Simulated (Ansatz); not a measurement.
CdF₂ (fluorite, Fm-3m), DFT-r²SCAN in the program Ansatz with PAW potentials. The conduction-band minimum lies at Γ, with 1 equivalent valley. Second derivatives d²E/dk² of the lowest band at one valley (eV·Å²), along Cartesian directions:

```
direction  d²E/dk²
---------  -------
[100]        18.98
[010]        18.98
[001]        18.98
[110]        18.98
[101]        18.98
[011]        18.98
```

Problem. Find the principal effective masses, the density-of-states mass and the conductivity mass.

Solution. Off-diagonal terms follow from H_xy = H[110] − (H_xx + H_yy)/2, and m*/mₑ = 7.620 eV·Å² over each eigenvalue: 0.40, 0.40, 0.40. One valley's DOS mass (m₁m₂m₃)^(1/3) = 0.40, conductivity mass 3/(Σ 1/mᵢ) = 0.40 mₑ.

Problem. What effective density of states Nc follows at 300 K for parabolic valleys?

Solution. Nc = 2.509e19 × 1 × (0.40)^(3/2) ≈ 6.3e18 cm⁻³.

Problem. With the computed static dielectric constant 7.90 (mean of the diagonal), estimate a hydrogenic donor's binding energy and radius.

Solution. E = 13.606 eV × 0.40/7.90² ≈ 87 meV; a = 0.529 Å × ε/m* ≈ 10 Å. Semilocal masses tend to be too small when the gap is underestimated.

Symmetry was held in the r²SCAN relaxation. Spin–orbit coupling is left out wherever it is not named.

Potentials: the earlier of the program's two PAW sets. The files were generated under PBE; for other functionals the program regenerates the frozen cores, and for LDA and PBEsol the local potential too.
